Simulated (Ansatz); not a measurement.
Name crystals whose computed values (plane-wave PAW PBE+D3(BJ) (Ansatz code)) fall in these windows: gap (eV) 3.1 to 4.1; B₀ by P(V) fit (GPa) 340 to 430; electron conductivity mass (mₑ) 0.43 to 0.58.



| crystal | gap (eV) | B₀ by P(V) fit (GPa) | electron conductivity mass (mₑ) |
|---|---|---|---|
| BN, P6_222 (B on 3d, N on 3c) | 3.71 | 384 | 0.49 |
Others may fit too.

Typed or built starts, not in the databases checked: BN, P6_222 (B on 3d, N on 3c). Not the usual ambient phase: BN, P6_222 (B on 3d, N on 3c). The cell was relaxed under the symmetry of its start.

Potentials: the later of the program's two PAW sets.
